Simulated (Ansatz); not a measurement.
Co$_{2}$Li$_{5}$Nb$_{5}$O$_{18}$:
```yaml
crystal:
  lattice:
    - [5.12148, 0.00000, 0.00000]
    - [-2.56074, 4.43533, 0.00000]
    - [0.00000, 0.00000, 13.83742]
  atoms:
    - { symbol: Co, position: [0.00000, 0.00000, 0.20450] }
    - { symbol: Co, position: [0.00000, 0.00000, 0.98903] }
    - { symbol: Li, position: [0.66667, 0.33333, 0.04747] }
    - { symbol: Li, position: [0.66667, 0.33333, 0.55644] }
    - { symbol: Li, position: [0.33333, 0.66667, 0.38671] }
    - { symbol: Li, position: [0.33333, 0.66667, 0.88929] }
    - { symbol: Li, position: [0.00000, 0.00000, 0.72364] }
    - { symbol: Nb, position: [0.33333, 0.66667, 0.16229] }
    - { symbol: Nb, position: [0.66667, 0.33333, 0.33771] }
    - { symbol: Nb, position: [0.00000, 0.00000, 0.50384] }
    - { symbol: Nb, position: [0.33333, 0.66667, 0.67041] }
    - { symbol: Nb, position: [0.66667, 0.33333, 0.83737] }
    - { symbol: O, position: [0.02739, 0.70879, 0.10516] }
    - { symbol: O, position: [0.68140, 0.97261, 0.10516] }
    - { symbol: O, position: [0.00760, 0.36640, 0.27009] }
    - { symbol: O, position: [0.29121, 0.31860, 0.10516] }
    - { symbol: O, position: [0.35880, 0.99240, 0.27009] }
    - { symbol: O, position: [0.63360, 0.64120, 0.27009] }
    - { symbol: O, position: [0.70063, 0.04375, 0.43621] }
    - { symbol: O, position: [0.34312, 0.29937, 0.43621] }
    - { symbol: O, position: [0.67636, 0.71074, 0.60287] }
    - { symbol: O, position: [0.95625, 0.65688, 0.43621] }
    - { symbol: O, position: [0.03437, 0.32364, 0.60287] }
    - { symbol: O, position: [0.28926, 0.96563, 0.60287] }
    - { symbol: O, position: [0.36674, 0.37716, 0.76968] }
    - { symbol: O, position: [0.01043, 0.63326, 0.76968] }
    - { symbol: O, position: [0.34133, 0.04554, 0.93575] }
    - { symbol: O, position: [0.62284, 0.98957, 0.76968] }
    - { symbol: O, position: [0.70421, 0.65867, 0.93575] }
    - { symbol: O, position: [0.95446, 0.29579, 0.93575] }
```
The run is spin-polarised; directions of the spins, atom by atom: ↑ ↑ 0 0 0 0 0 0 0 0 0 0 0 0 0 0 0 0 0 0 0 0 0 0 0 0 ↑ 0 ↑ ↑.

Relaxed with r²SCAN. Independent-particle spectrum: no excitons, no local fields, no scissors shift; 0.1 eV broadening; ε₁ of the summed bands alone.

Task: Tabulate the dielectric function from r²SCAN (plane waves, PAW; program Ansatz).

Result: 

```
E (eV)  ε₁ xx  ε₂ xx  ε₁ zz  ε₂ zz
------  -----  -----  -----  -----
0.0      8.89   0.00   9.57   0.00
0.5      5.71   0.74   3.51   2.36
1.0      6.89   0.00   5.25   0.00
1.5      9.56   3.26   6.19   0.60
2.0      5.48   1.69   6.43   0.45
2.5      5.53   1.74   5.98   1.92
3.0      6.49   2.19   6.28   2.36
3.5      6.93   2.38   6.24   2.67
4.0      7.51   3.23   6.82   2.60
4.5      7.31   6.38   6.31   5.81
5.0      4.74   6.91   4.51   5.89
5.5      3.39   7.40   2.79   6.66
6.0      0.21   6.79   0.53   4.72
6.5     -0.19   3.98   0.58   3.42
7.0      0.37   2.75   1.05   2.17
7.5      1.42   1.92   2.08   1.71
8.0      2.37   2.01   2.97   2.09
8.5      3.65   3.16   3.01   3.24
9.0      2.41   4.67   2.44   4.32
9.5      0.50   4.56   0.54   4.27
10.0     0.21   3.45   0.33   3.35
10.5     0.29   2.92   0.36   2.81
11.0     0.15   2.57   0.13   2.22
11.5     0.24   2.39   0.48   1.92
12.0     0.35   2.03   0.75   1.94
```

Task: From ε at 2.1 eV (xx: 6.01 + 1.80i), find n, k, the normal reflectivity and the absorption coefficient.

Result: n = 2.48, k = 0.363, R = 19 %, α = 2kE/ħc = 77000 cm⁻¹.

With all bands, ε∞ without local fields is 9.08 (xx = yy), 9.77 (zz).

Space group P3. The start of the workflow was typed in or built on a structure type; neither database checked (COD, Materials Project) lists it. Whether it is the stable phase at ambient conditions was not checked. The cell was relaxed with r²SCAN under the symmetry of its start; whether a distortion lowers the energy is not shown. Magnetic state: ferromagnetic, chosen from 2 collinear starts compared on coarse meshes (ties went to the first, and starts can fall back to one state), not a proven ground state. Other orbital occupations within this spin state were not tried. No Hubbard U is applied. Spin–orbit coupling is left out wherever it is not named.

Potentials: the later of the program's two PAW sets.
